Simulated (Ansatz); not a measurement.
Below is a relaxed structure of SrAl3O2. The cell was found from a structure generator's guess, not taken from experiment.

These are results of DFT PBE, scalar-relativistic, plane waves, PAW in Ansatz, not measurements. Cutoff 420 eV, Γ-centred mesh, Gaussian smearing, no spin polarisation.

```cif
data_structure
_symmetry_space_group_name_H-M 'P 1'
_symmetry_Int_Tables_number 1
_cell_length_a 5.2134
_cell_length_b 5.2134
_cell_length_c 5.0386
_cell_angle_alpha 90.000
_cell_angle_beta 90.000
_cell_angle_gamma 120.000
_cell_volume 118.60
loop_
_atom_site_label
_atom_site_type_symbol
_atom_site_fract_x
_atom_site_fract_y
_atom_site_fract_z
_atom_site_occupancy
Sr1 Sr 0.00000 0.00000 0.09491 1
Al1 Al 0.50000 0.00000 0.54478 1
Al2 Al 0.00000 0.50000 0.54478 1
Al3 Al 0.50000 0.50000 0.54478 1
O1 O 0.33333 0.66667 0.77832 1
O2 O 0.66667 0.33333 0.77832 1
```

The zero of energy is the elements' standard structures at the same level (O₂ as a molecule); no fitted shifts are applied.

Problem. Find its symmetry and describe it.

Solution. P6mm (No. 183). Conventional cell: a = 5.213 Å, c = 5.039 Å. Sr has 6 O at 3.41 Å, 6 Al at 3.45 Å and 6 Al at 3.81 Å; Al is surrounded by 2 O at 1.91 Å, 4 Al at 2.61 Å, 2 Sr at 3.45 Å and 2 Sr at 3.81 Å; around O lie 3 Al at 1.91 Å, 3 O at 3.01 Å and 3 Sr at 3.41 Å.

Problem. How far does it lie from the elements in energy?

Solution. −1.19 eV/atom.

Problem. Is it a metal?

Solution. Yes, bands cross the Fermi level on the 12×12×8 mesh.

The last run used a 12×12×8 mesh (in the run's order of axes) for its 6-atom cell and Gaussian smearing of 0.10 eV. An odd number of electrons in the primitive cell allows no gap without spin; a larger cell or a magnetic state could open one. The cell is a metal run without spin; a magnetic state may lie lower. Symmetry constrained the relaxation, so the result can be a saddle point. Another cell of SrAl3O2 relaxed alike, in P-3m1, lies 56 meV/atom lower, so this cell isn't the stable form at this level.
